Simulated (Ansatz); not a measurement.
A: LiTaO3 (LiNbO3 type, space group R3c), a = 5.139 Å, b = 5.139 Å, c = 13.765 Å, α = 90.00°, β = 90.00°, γ = 120.00°
B: SiO2 (rutile), a = b = 4.195 Å, c = 2.678 Å, α = β = γ = 90.00°
C: ZrO2 (tetragonal-ZrO2 type, space group P4_2/nmc), a = b = 3.584 Å, c = 5.179 Å, α = β = γ = 90.00°

Scan: energy against volume (even scaling of the relaxed cell, symmetry kept). One method and one kind of scan serve all of them; meshes and ranges differ. All were relaxed with their symmetry unable to fall. LiTaO3 is run without spin polarisation. Spin-orbit coupling is left out. The PAW data are Ansatz's earlier set. This is a high-temperature form of ZrO2. ZrO2 is run without spin polarisation.

### Question
Order them by bulk modulus at fixed cell shape (fitted) (lowest first) at the level PBEsol (plane waves to 420 eV, PAW, scalar-relativistic; Ansatz, an electronic-structure program).

### Answer
A (125 GPa), C (195 GPa), B (298 GPa)

(A scan under strain: stresses follow from slopes of the energy per volume, elastic moduli from its curvatures.)
